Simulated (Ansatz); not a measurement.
PbF₂ (fluorite)

```xyz
3
Lattice="0.0000 3.0004 3.0004 3.0004 0.0000 3.0004 3.0004 3.0004 0.0000" Properties=species:S:1:pos:R:3 pbc="T T T"
Pb     0.0000     0.0000     0.0000
F      4.5006     4.5006     4.5006
F      1.5002     1.5002     1.5002
```

Equation-of-state scan: isotropic scaling of the cell above, V₀ being its volume. Symmetry pins the atoms to their sites.

Method: PBE (plane waves to 420 eV, PAW, scalar-relativistic; Ansatz, a first-principles code). k mesh 10×10×10 (Γ-centred), Fermi-Dirac smearing 0.05 eV. The energy includes the smearing's −TS. Compression counts positive. PbF2 was relaxed with its symmetry unable to fall. Spin-orbit coupling is left out, though Pb is heavy. The zero of ΔE is the relaxed starting cell.

```
V (Å³/atom)  ΔE (meV/atom)
-----------  -------------
16.206                45.8
16.656                24.4
17.106                10.3
17.557            withheld
18.007                 0.0
18.457                 2.2
18.907                 8.5
19.357                18.3
19.808                31.1
```

Problem. Fit a third-order Birch-Murnaghan form (E₀, V₀, B₀, B₀′ free) to the given rows and predict ΔE at V = 17.557.

Solution. Least squares on the 8 given rows: ΔE = E₀ + (9V₀B₀/16)·y²·[2 + (B₀′ − 4)y], y = (V₀/V)^(2/3) − 1, with V₀ = 18.006 Å³/atom, B₀ = 66.52 GPa (160.2 GPa = 1 eV/Å³; the term in eV is multiplied by 1000), B₀′ = 4.83, E₀ = -0.02 meV/atom; root-mean-square residual 0.02 meV/atom. At 17.557 the fit gives 2.4 meV/atom; the calculation gives 2.5 meV/atom, so the interpolation is off by -0.1 (-4.0 %). For the pressure the fit gives 1.79 GPa against the computed 1.79 GPa.

(Under strain, the slope of the energy per volume gives the stress and its curvature an elastic modulus.)
